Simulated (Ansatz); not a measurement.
AlNi (CsCl type, Pm-3m) under volume change, PBE (plane waves, PAW; program Ansatz), scaled uniformly.

```csv
V (Å³/atom),E − E(relaxed) (meV/atom),P (GPa)
11.019,[?],[?]
11.382,24.2,11.27
11.746,5.7,5.18
12.109,0.0,0.00
12.472,5.1,-4.42
12.836,[?],[?]
13.199,41.8,-11.37
```

### Question
Complete the blanks.

### Answer

- 12.836, E − E(relaxed) (meV/atom): 19.5
- 12.836, P (GPa): -8.17
- 11.019, E − E(relaxed) (meV/atom): 57.6
- 11.019, P (GPa): 18.43

### Question
What does a third-order Birch–Murnaghan fit give for V₀, B₀ and B′?

### Answer
V₀ = 12.11 Å³/atom, B₀ = 159 GPa, B′ = 4.3.

The cell was relaxed with PBE under the symmetry of its start; phonons on a q-mesh show no instability. No spin polarisation was allowed.

Potentials: the later of the program's two PAW sets.
